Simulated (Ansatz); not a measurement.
Structure from Materials Project entry mp-84 (possibly hypothetical), not relaxed further. The listed cell was then made from it by scaling, straining or moving an atom.

An input for Sn: DFT, r2SCAN, all-electron PAW with datasets made for the crystal, scalar-relativistic (Ansatz 0.2.0).

Command: `ansatz run input.yaml --threads 1 --pin off --max-ram 2048MiB --backend cpu --events-out ev --progress --plain --runs-dir out` The run took about 43 s on 1 thread of a shared machine.

```yaml
crystal:
  lattice:
    - [-2.9004039564, 2.9004039564, 1.5776871502]
    - [2.9004039564, -2.9004039564, 1.5776871502]
    - [2.9004039564, 2.9004039564, -1.5776871502]
  atoms:
    - { symbol: Sn, position: [0.75, 0.25, 0.5] }
    - { symbol: Sn, position: [0.0, 0.0, 0.0] }
kpoints:
  mp_grid: { grid: [12, 12, 12] }
scf:
  occupations: { method: fermi_dirac, width: 0.05 }
hamiltonian:
  xc: r2scan
  pseudopotentials: { kind: all_electron, datasets: crystal }
output:
  forces: true
  stress: true
  eigenvalues: true
  efg: { contact_densities: true }
```

Set-up and iterations as logged by Ansatz (the results part is left out, to be predicted):

```
hamiltonian.pseudopotentials.datasets: crystal makes datasets for this crystal and solves the spheres of its atoms anew in each pass: cutoff 240.0 eV, the density's 1680.0 eV; for an error of 0.50 meV an atom under PBE, 1.0 meV for the cell; an energy difference from a run of another recipe may be off by several times the error for the cell, under r2SCAN by more, where some 0.1 meV an atom stays at smaller errors; Sn in spheres of 1.376 Å, 14 of its electrons in bands
band count auto-derived: 20 (N_el = 28.0; filled up to band 14; 18 by the electrons, moments and atoms)
Engine: ansatz 0.2.0
Pseudopotentials: kind: all_electron
Pseudopotential: Sn, paw, valence charge 14, recommended cutoff 240 eV (normal), Koelling and Harmon's equation, gaussian nucleus
Functional definition: r2SCAN
  parameter k0 = 0.174
  parameter k1 = 0.065
  parameter a1 = 4.9479
  exchange = r2scan_x(k0 = k0, k1 = k1, a1 = a1)
  correlation = r2scan_c
Crystal: 2 atoms, lattice volume = 53.088 Å³
Basis set: ecut = 240 eV, 451 PW (Γ), exchange–correlation on 90×90×90 points (27 copies of the dense FFT grid, shifted against one another)
Bands: 20, of which v1, the nominal top of the filled ones, is band 14 counted from 1 (13 counted from 0)
Symmetry: 16 space group operations
Space group: I41/amd (ITA 141), of the structure as read, at distance tolerance 3.8e-5 Å
k-points: 163 of 1728
Non-local potential: Sn, projectors of the file, l = 0: 1, l = 1: 1, l = 2: 2
PAW form: soft (Blöchl's): semilocal exchange-correlation on the pseudo side does not see the compensation charge
PAW one-centre angular grid: Sn, 590 points (default); XC on its mesh's 1863 points in the sphere
Initial density: superposition of atomic densities (neutral atoms: chi_scale 0, normalization atom)
Initial wavefunctions: pseudopotential atomic-orbital guess
Functional: x = r2scan, c = r2scan; τ floored in thin density (d = 2e-4 eV/Å³)
iter 1 solved again at ethr=3.89e-4 eV; its pass at ethr=1.00e-1 eV (dr2=1.09e-1 eV) is discarded
SCF iter   1: F=—  HF=-336225.341484 eV  |F-HF|=—  |Δ(HF+E_count)|=         —  Δρ=1.53e-2  dr2=1.18e-1  dr2_τ=5.08e-4  ethr=3.89e-4  ⟨swp⟩=4.8  Hψ=18738  notcnv=0
SCF iter   2: F=—  HF=-336225.378834 eV  |F-HF|=—  |Δ(HF+E_count)|=   3.73e-2  Δρ=1.10e-2  dr2=5.99e-2  dr2_τ=2.84e-6  ethr=3.89e-4  ⟨swp⟩=3.0  Hψ=6825  notcnv=0  defer=9
iter 3 solved again at ethr=1.93e-5 eV; its pass at ethr=2.14e-4 eV (dr2=5.40e-3 eV) is discarded
SCF iter   3: F=—  HF=-336225.401786 eV  |F-HF|=—  |Δ(HF+E_count)|=   2.30e-2  Δρ=3.34e-3  dr2=5.45e-3  dr2_τ=4.15e-6  ethr=1.93e-5  ⟨swp⟩=2.0  Hψ=13995  notcnv=0  defer=1
SCF iter   4: F=—  HF=-336225.404065 eV  |F-HF|=—  |Δ(HF+E_count)|=   2.28e-3  Δρ=1.84e-3  dr2=1.66e-3  dr2_τ=9.15e-7  ethr=1.93e-5  ⟨swp⟩=2.2  Hψ=5627  notcnv=0  defer=1
SCF iter   5: F=—  HF=-336225.405584 eV  |F-HF|=—  |Δ(HF+E_count)|=   1.52e-3  Δρ=3.43e-4  dr2=5.42e-5  dr2_τ=5.12e-8  ethr=5.93e-6  ⟨swp⟩=3.1  Hψ=10133  notcnv=0  defer=6
SCF iter   6: F=—  HF=-336225.405630 eV  |F-HF|=—  |Δ(HF+E_count)|=   4.57e-5  Δρ=1.08e-4  dr2=6.15e-6  dr2_τ=8.44e-9  ethr=1.94e-7  ⟨swp⟩=2.0  Hψ=5660  notcnv=0  defer=4
SCF iter   7: F=—  HF=-336225.405628 eV  |F-HF|=—  |Δ(HF+E_count)|=   1.11e-6  Δρ=4.44e-5  dr2=1.02e-6  dr2_τ=1.99e-10  ethr=2.20e-8  ⟨swp⟩=3.0  Hψ=5917  notcnv=0  defer=2
SCF iter   8: F=—  HF=-336225.405628 eV  |F-HF|=—  |Δ(HF+E_count)|=   6.67e-8  Δρ=2.01e-5  dr2=2.81e-7  dr2_τ=1.79e-11  ethr=3.64e-9  ⟨swp⟩=2.0  Hψ=5586  notcnv=0  defer=2
SCF iter   9: F=-336225.405629 eV  HF=-336225.405629 eV  |F-HF|=6.40e-10  |Δ(HF+E_count)|=   5.22e-8  Δρ=2.60e-6  dr2=5.36e-9  dr2_τ=2.29e-11  ethr=1.01e-9  ⟨swp⟩=3.0  Hψ=6260  notcnv=0  defer=3
```

What pressure will this run report?

2.27 GPa (positive in compression).
